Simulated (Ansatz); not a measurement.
LiHg:
```cif
data_HgLi
_chemical_formula_sum 'Li1 Hg1'
_space_group_name_H-M_alt 'Pm-3m'
_space_group_IT_number 221
_space_group_name_Hall '-P 4 2 3'
_cell_length_a 3.25935
_cell_length_b 3.25935
_cell_length_c 3.25935
_cell_angle_alpha 90.000
_cell_angle_beta 90.000
_cell_angle_gamma 90.000
loop_
_atom_site_label
_atom_site_type_symbol
_atom_site_symmetry_multiplicity
_atom_site_Wyckoff_symbol
_atom_site_fract_x
_atom_site_fract_y
_atom_site_fract_z
_atom_site_occupancy
Li1 Li 1 a 0.00000 0.00000 0.00000 1
Hg1 Hg 1 b 0.50000 0.50000 0.50000 1
```

Relaxed with PBEsol.

### Question
Tabulate the valence density and the electron localisation function along the shortest Li–Hg contact (2.82 Å), plane-wave PAW PBEsol (Ansatz code).

### Answer


| distance from Li (Å) | density (e/Å³) | ELF |
|---|---|---|
| 0.28 | 4.97 | 0.99 |
| 0.42 | 2.04 | 0.86 |
| 0.56 | 0.51 | 0.26 |
| 0.71 | 0.12 | 0.03 |
| 0.85 | 0.08 | 0.02 |
| 0.99 | 0.08 | 0.08 |
| 1.13 | 0.10 | 0.22 |
| 1.27 | 0.13 | 0.31 |
| 1.41 | 0.19 | 0.33 |
| 1.55 | 0.28 | 0.32 |
| 1.69 | 0.47 | 0.33 |
| 1.83 | 0.84 | 0.37 |
| 1.98 | 1.82 | 0.42 |
| 2.12 | 3.78 | 0.47 |
| 2.26 | 6.58 | 0.51 |
| 2.40 | 9.98 | 0.56 |
| 2.54 | 13.53 | 0.65 |

The density is the valence pseudo-density with augmentation charge, so density and ELF within about 1 Å of a nucleus are not all-electron values.

The workflow started from an entry of the Crystallography Open Database (COD). Whether it is the stable phase at ambient conditions was not checked. Symmetry was held in the PBEsol relaxation; its stability against distortions is not shown here. Spin–orbit coupling is left out wherever it is not named.

Potentials: the later of the program's two PAW sets.
